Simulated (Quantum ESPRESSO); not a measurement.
# One change at a time to Cu4GaMoPtW

Calculated results; nothing here was measured. They come from Quantum ESPRESSO 7.5, a public plane-wave density functional program. Each row is one single-point run on a made-up periodic cell of eight metal atoms, with elements, volume, strain and displacements drawn at random and not relaxed, so a cell may be unstable or far from any real phase. There is no spin polarisation or spin-orbit coupling.

Settings: PBE unless stated; PseudoDojo standard norm-conserving files; Fermi-Dirac width 0.25 eV, which means electrons at about 2900 K; cutoff 1252 eV; 6 x 6 x 3 k mesh shifted half a step off Gamma. E is the free energy of the whole cell (internal energy minus TS), so a -TS column is already part of it. Stress is positive in tension, and the pressure P is minus a third of its trace.

Checks: one run of this series was repeated at a higher cutoff and on a denser mesh, which moved values by no more than 0.005 eV, 0.04 GPa and 0.010 eV/Å, and a second program with other atomic files agreed on it to 2 % rms in force and 0.5 GPa in pressure. Known limits: the copper pseudopotential is less sure than most, with forces differing by about three percent and pressure by about two GPa from a second method on plain copper; heavy elements are run without spin-orbit coupling, which real alloys of them have; a spin test at this wide smearing found no moment, but such smearing suppresses magnetism that the real alloy may have.

The lattice is face-centred cubic, and the cell vectors in Å are (0.018, -0.013, -3.849); (3.851, -0.007, -0.018); (0.015, -7.458, -0.025), a volume of 110.55 Å³ in run 1. The elements on sites 1 to 8 are Pt Cu Cu Cu Cu Ga W Mo. Each later run makes one change to run 1 and keeps the rest. E is counted from run 1, and is n/a where other atomic files have another zero of energy.

| run | change | V (Å³) | P (GPa) | -TS (eV) | rms force (eV/Å) | largest change of a force component (eV/Å) | E (eV) |
|---|---|---|---|---|---|---|---|
| 1 | none | 110.55 | 6.04 | -1.458 | 0.676 | 0.000 | 0.000 |
| 2 | sites 5 and 7 exchanged | 110.55 | 4.93 | -1.008 | 0.751 | 0.935 | -1.016 |
| 3 | all lengths scaled by -1.56 % | 105.46 | 16.97 | -1.398 | 0.817 | 0.311 | 0.359 |
| 4 | PBEsol in place of PBE | 110.55 | -1.87 | -1.459 | 0.635 | 0.088 | n/a |
| 5 | Ti on site 4 | 110.55 | 12.45 | -1.338 | 0.754 | 0.569 | n/a |
| 6 | site 7 moved by +0.18 Å along x | 110.55 | 6.30 | -1.467 | 0.720 | 1.973 | ? |

## Worked estimate

Along the move dE = -F dx. The force on site 7 along x is 0.619 eV/Å in run 1 and -1.354 eV/Å in run 6, and the move is +0.18 Å, so the mean force times the move gives an estimate.

## Withheld value

Question: what E should run 6 give?

The estimate is 0.066 eV. The calculation gave 0.066 eV.
